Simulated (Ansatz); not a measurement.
Y3GeS2:
```
CELL_PARAMETERS angstrom
      4.02687     0.00000     0.00000
     -2.01343     3.48737     0.00000
      0.00000     0.00000     9.75433
ATOMIC_POSITIONS crystal
  Y  0.33333 0.66667 0.16416
  Y  0.66667 0.33333 0.83584
  Y  0.00000 0.00000 0.50000
  Ge 0.00000 0.00000 0.00000
  S  0.33333 0.66667 0.65876
  S  0.66667 0.33333 0.34124
```

Relaxed with r²SCAN. Special points in fractions of this cell's reciprocal vectors: Γ (0.000, 0.000, 0.000); M (0.500, 0.000, 0.000); K (0.333, 0.333, 0.000); A (0.000, 0.000, 0.500); L (0.500, 0.000, 0.500); H (0.333, 0.333, 0.500).

Question: List the band energies nearest the Fermi level at these points for DFT-r²SCAN in the program Ansatz with PAW potentials.

Answer: In eV from the Fermi level; about four levels below and three above (degenerate sets whole), none deeper than 8.9 eV; points with the same levels are listed once.

| k | below | above |
|---|---|---|
| Γ | -4.09 -4.09 -1.44 -0.19 -0.19 | 0.44 0.44 0.59 |
| M | -2.53 -1.49 -1.35 -0.60 | 1.43 1.84 2.41 |
| K | -4.97 -4.97 -2.16 -2.16 -1.45 | 0.79 1.27 1.27 |
| A | -4.03 -4.03 -2.14 -0.54 -0.54 | 0.63 0.63 0.63 |
| L | -1.84 -0.65 -0.11 -0.11 | 2.68 2.71 2.80 |
| H | -4.95 -4.95 -2.20 -2.20 -1.50 | 1.35 1.44 1.44 |

Space group P-3m1. The workflow started from a Materials Project entry (that database holds measured and hypothetical structures alike); the Crystallography Open Database copy checked does not list it. Whether it is the stable phase at ambient conditions was not checked. The r²SCAN relaxation kept the symmetry of its start; its stability against distortions is not shown here. The run is not spin-polarised. With an odd number of electrons in the cell and no spin polarisation, the count alone makes it a metal. Scalar-relativistic: spin–orbit coupling is off unless named, which matters more the heavier the elements.

Potentials: the earlier of the program's two PAW sets.
